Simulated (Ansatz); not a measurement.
Relaxed-ion elastic tensor of RbBr (rock salt, Fm-3m) in GPa (Voigt order), plane-wave PAW PBEsol (Ansatz code); density 3.43 g/cm³, 40.07 Å³ per atom.

```
33.4   4.2   4.2   0.0   0.0   0.0
 4.2  33.4   4.2   0.0   0.0   0.0
 4.2   4.2  33.4   0.0   0.0   0.0
 0.0   0.0   0.0   4.0   0.0   0.0
 0.0   0.0   0.0   0.0   4.0   0.0
 0.0   0.0   0.0   0.0   0.0   4.0
```

Q: Is the crystal mechanically stable?

A: Yes: the smallest eigenvalue of C is 4.0 GPa.

Q: Work out the Voigt, Reuss and Hill averages.

A: K_V = 13.9, K_R = 13.9, K_H = 13.9; G_V = 8.2, G_R = 5.6, G_H = 6.9 GPa.

Q: Give Young's modulus, Poisson's ratio, Pugh's ratio and the universal anisotropy index.

A: E = 9KG/(3K + G) = 17.8 GPa; ν = 0.29; K/G = 2.01 (ductile by the Pugh limit of 1.75); A_U = 5G_V/G_R + K_V/K_R − 6 = 2.32.

Q: Estimate the sound speeds and the Debye temperature.

A: v_l = √((K + 4G/3)/ρ) = 2600 m/s, v_t = √(G/ρ) = 1420 m/s, mean 1590 m/s; Θ = (h/k)(3n/4πV)^(1/3) v_m = 138 K.

Q: Give the Zener ratio and Young's modulus along [100], [110] and [111].

A: A = 2C44/(C11 − C12) = 0.27; 1/E = S11 − 2(S11 − S12 − S44/2)Γ with Γ = 0, 1/4, 1/3 gives 32.5, 13.1, 10.9 GPa.

The cell was relaxed with PBEsol under the symmetry of its start.

Potentials: the later of the program's two PAW sets.
